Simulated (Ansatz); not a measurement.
Data:

BAs:
```
CELL_PARAMETERS angstrom
      3.26278     0.00000     0.00000
     -1.63139     2.82565     0.00000
      0.00000     0.00000     5.44673
ATOMIC_POSITIONS crystal
  B  0.00000 0.00000 0.00000
  B  0.00000 0.00000 0.50000
  As 0.33333 0.66667 0.25000
  As 0.66667 0.33333 0.75000
```

This is the PBE-relaxed structure.

All from PBE (plane waves, PAW; program Ansatz), unless another level is named. Estimate the electronic character.

metallic (no gap).

Next, the density of states at the Fermi level?

0.31 states/eV per atom (mean over ±0.08 eV).

Give the formation energy from the elements (no fitted shifts).

975 meV/atom.

Space group P6_3/mmc (NiAs type). The cell is a constructed one: a structure type filled with these elements; neither database checked (COD, Materials Project) lists it. It is not the phase usual at ambient conditions (space group No. 216). The PBE relaxation kept the symmetry of its start; its stability against distortions is not shown here. The references are the lowest solids computed at this level, not always the standard phases. Scalar-relativistic: spin–orbit coupling is off unless named, which matters more the heavier the elements.

Potentials: the later of the program's two PAW sets.
